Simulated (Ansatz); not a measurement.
LuMg₂Cr₃S₈ — field gradients at the nuclei

The cell is a Materials Project structure (computed, not necessarily an observed phase), taken as it stands.

```cif
data_LuMg2Cr3S8
_symmetry_space_group_name_H-M 'R-3m:H'
_symmetry_Int_Tables_number 166
_cell_length_a 7.3461
_cell_length_b 7.3461
_cell_length_c 18.0598
_cell_angle_alpha 90.000
_cell_angle_beta 90.000
_cell_angle_gamma 120.000
loop_
_atom_site_label
_atom_site_type_symbol
_atom_site_symmetry_multiplicity
_atom_site_Wyckoff_symbol
_atom_site_fract_x
_atom_site_fract_y
_atom_site_fract_z
Mg Mg 6 c 0.0000 0.0000 0.8761
Lu Lu 3 b 0.0000 0.0000 0.5000
Cr Cr 9 e 0.1667 0.3333 0.3333
S7 S 6 c 0.0000 0.0000 0.7363
S8 S 18 h 0.8431 0.6861 0.4050
```

One atom of each set is listed; the run and its k-mesh use a cell of 14 atoms with edges of 7.36, 7.36, 7.36 Å.

Level of theory: DFT, r2SCAN, plane waves and PAW, scalar-relativistic, collinear spin, 500 eV cutoff, Γ-centred 5×5×5 k-points, Fermi–Dirac smearing 0.02 eV (Ansatz 0.2.0). Start moments as typed (μB): 3 on each Cr, none on the rest.

C_Q = eQV_zz/h, which is 24.18 MHz for Q = 1 b and V_zz = 10²¹ V/m²; η = (V_xx − V_yy)/V_zz.

²⁵Mg: I = 5/2, Q = 199.4 mb; Lu-175: I = 7/2, Q = 3490 mb; ⁵³Cr: I = 3/2, Q = -150.0 mb; ³³S: I = 3/2, Q = -69.40 mb. Q values from Pyykkö, Mol. Phys. 116, 1328 (2018).

Problem. Give the quadrupolar parameters of the distinct sites.

Solution. 

```csv
site,atoms,first shell,V_zz (10²¹ V/m²),η,C_Q (MHz)
Mg,2,4 S at 2.43–2.52 Å,-0.13,0.00,-0.611
Lu,1,6 S at 2.63 Å,-7.95,0.00,-671
Cr,3,6 S at 2.43–2.47 Å,1.55,0.32,-5.61
S7,2,"3 Cr at 2.47 Å, 1 Mg at 2.52 Å",-0.42,0.00,0.700
S8,6,"2 Cr at 2.43 Å, 1 Mg at 2.43 Å, 1 Lu at 2.63 Å",-6.49,0.16,10.9
```

An axis of threefold or higher order runs through Mg, Lu and S7, so V_zz lies along it and η is zero.

The largest force is 0.3 eV/Å, so the atoms aren't at the calculated equilibrium and relaxing them would move these values. The program didn't check the stability of this electronic state in full, so a lower one may lie near. Without spin–orbit coupling the gradients at and beside Lu can be off by some per cent, at some sites by more. All moments are parallel here, as the start or the cell imposes; many such compounds order antiparallel, where fields and spin densities carried over to other atoms largely cancel. The magnetic order is the one that the run reached from its start moments, not necessarily the measured one.
